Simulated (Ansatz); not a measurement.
ZrSi$_{2}$:
```yaml
crystal:
  lattice:
    - [1.84500, -7.43193, 0.00000]
    - [1.84500, 7.43193, 0.00000]
    - [0.00000, 0.00000, 3.66473]
  atoms:
    - { symbol: Si, position: [0.94827, 0.05173, 0.75000] }
    - { symbol: Si, position: [0.05173, 0.94827, 0.25000] }
    - { symbol: Si, position: [0.24979, 0.75021, 0.75000] }
    - { symbol: Si, position: [0.75021, 0.24979, 0.25000] }
    - { symbol: Zr, position: [0.60585, 0.39415, 0.75000] }
    - { symbol: Zr, position: [0.39415, 0.60585, 0.25000] }
```

Relaxed with r²SCAN.

Map the electron localisation function on the plane through (0.948, 0.052, 0.750) spanned by u = [0, 0, 1] and v = [1, -1, 0] in lattice vectors, from plane-wave PAW r²SCAN (Ansatz code).

x is the fraction of u, y of v (the angle between them is 90°; rows are the nearest grid lines); atoms in the plane: Si at (0.00, 0.00), Si at (0.50, 0.10), Si at (0.00, 0.30), Si at (0.50, 0.80), Zr at (0.00, 0.66), Zr at (0.50, 0.45).
```
y \ x   0.000  0.111  0.167  0.278  0.389  0.444  0.556  0.611  0.722  0.833  0.889   1.00
------  -----  -----  -----  -----  -----  -----  -----  -----  -----  -----  -----  -----
1.00    0.652  0.266  0.478  0.730  0.551  0.445  0.445  0.551  0.730  0.477  0.265  0.652
0.925   0.596  0.594  0.565  0.443  0.372  0.367  0.367  0.372  0.443  0.565  0.594  0.596
0.850   0.040  0.103  0.224  0.566  0.715  0.729  0.729  0.715  0.566  0.224  0.103  0.040
0.775   0.239  0.402  0.565  0.740  0.492  0.345  0.345  0.492  0.740  0.565  0.402  0.239
0.700   0.790  0.751  0.580  0.149  0.393  0.545  0.545  0.393  0.149  0.580  0.751  0.790
0.625   0.768  0.805  0.724  0.143  0.173  0.288  0.288  0.173  0.142  0.723  0.805  0.768
0.550   0.201  0.203  0.203  0.193  0.178  0.172  0.172  0.178  0.193  0.203  0.203  0.201
0.450   0.296  0.128  0.097  0.663  0.671  0.201  0.199  0.666  0.666  0.096  0.128  0.296
0.375   0.836  0.781  0.674  0.261  0.159  0.187  0.187  0.159  0.261  0.673  0.781  0.836
0.300   0.647  0.232  0.376  0.584  0.322  0.207  0.207  0.322  0.584  0.375  0.230  0.647
0.225   0.834  0.758  0.642  0.289  0.083  0.055  0.055  0.083  0.289  0.642  0.758  0.834
0.150   0.260  0.399  0.548  0.754  0.698  0.604  0.604  0.698  0.754  0.548  0.399  0.260
0.0750  0.520  0.624  0.692  0.719  0.343  0.174  0.174  0.343  0.719  0.692  0.624  0.520
0.000   0.652  0.266  0.478  0.730  0.551  0.445  0.445  0.551  0.730  0.477  0.265  0.652
```

The density is the valence pseudo-density with augmentation charge, so density and ELF within about 1 Å of a nucleus are not all-electron values.

Space group Cmcm. The r²SCAN relaxation kept the symmetry of its start. The run is not spin-polarised.

Potentials: the later of the program's two PAW sets.
